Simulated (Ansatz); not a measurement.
K2LiScF6:
```
CELL_PARAMETERS angstrom
      0.00000     4.09594     4.09594
      4.09594     0.00000     4.09594
      4.09594     4.09594     0.00000
ATOMIC_POSITIONS crystal
  K  0.25000 0.25000 0.25000
  K  0.75000 0.75000 0.75000
  Li 0.50000 0.50000 0.50000
  Sc 0.00000 0.00000 0.00000
  F  0.24562 0.24562 0.75438
  F  0.75438 0.75438 0.24562
  F  0.75438 0.24562 0.24562
  F  0.24562 0.75438 0.75438
  F  0.24562 0.75438 0.24562
  F  0.75438 0.24562 0.75438
```

Relaxed with HSE06. Special points in fractions of this cell's reciprocal vectors: Γ (0.000, 0.000, 0.000); X (0.500, 0.000, 0.500); U (0.625, 0.250, 0.625); K (0.375, 0.375, 0.750); L (0.500, 0.500, 0.500); W (0.500, 0.250, 0.750).

**Question.** List the band energies nearest the valence-band maximum at these points for DFT-HSE06 in the program Ansatz with PAW potentials.

**Answer.** In eV from the valence-band maximum; about four levels below and three above (degenerate sets whole), none deeper than 8.9 eV; points with the same levels are listed once.

```
k                             below           above
-  --------------------------------  --------------
Γ  -0.25 -0.25 -0.25 0.00 0.00 0.00  9.50 9.50 9.50
X     -0.66 -0.66 -0.41 -0.41 -0.02  9.58 9.68 9.68
U           -0.50 -0.44 -0.38 -0.12  9.60 9.66 9.67
L     -0.33 -0.33 -0.29 -0.29 -0.24  9.59 9.60 9.60
W     -0.62 -0.62 -0.52 -0.23 -0.23  9.63 9.63 9.68
```

Space group Fm-3m. The first step of the workflow began from a Materials Project structure, measured or hypothetical; the Crystallography Open Database copy checked does not list it. Whether it is the stable phase at ambient conditions was not checked. Symmetry was held in the HSE06 relaxation; its stability against distortions is not shown here. The run is not spin-polarised. The hybrid was solved on a coarse mesh, the path and, where they were found, the r²SCAN edge points; its band edges are the extreme levels among these.

Potentials: the later of the program's two PAW sets.
